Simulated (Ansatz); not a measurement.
## ScAg2: hydrostatic pressure series

Level of theory: DFT PBEsol, scalar-relativistic, plane waves, PAW (Ansatz). Settings: 420 eV cutoff, 16×16×16 k-mesh, Gaussian smearing of 0.10 eV, no spin polarisation.

The relaxed crystal:

```xyz
3
Lattice="-1.7518 1.7518 4.4024 1.7518 -1.7518 4.4024 1.7518 1.7518 -4.4024" Properties=species:S:1:pos:R:3 pbc="T T T"
Sc    0.0000    0.0000    0.0000
Ag    0.0000    0.0000    5.8716
Ag    0.0000    0.0000    2.9332
```

Cell and atoms are relaxed at each pressure within the symmetry of the start, at zero temperature, so transitions that lower the symmetry aren't seen. The k-mesh given is that at zero pressure and may differ at others. a, b and c are the lengths of the cell vectors above.

| P (GPa) | V (Å³/atom) | V/V0 | a (Å) | b (Å) | c (Å) |
| --- | --- | --- | --- | --- | --- |
| -3 | 18.58 | 1.032 | 5.098 | 5.098 | 5.098 |
| 0 | 18.01 | 1.000 | 5.052 | 5.052 | 5.052 |
| 3 | 17.53 | 0.973 | 5.012 | 5.012 | 5.012 |
| 8 | 16.88 | 0.937 | 4.955 | 4.955 | 4.955 |
| 15 | 16.14 | 0.896 | 4.890 | 4.890 | 4.890 |
| 30 | 14.99 | 0.832 | 4.784 | 4.784 | 4.784 |

Task: What bulk modulus and pressure derivative fit these points?

Result: A third-order Birch–Murnaghan fit gives B0 = 105 GPa and B0' = 4.8.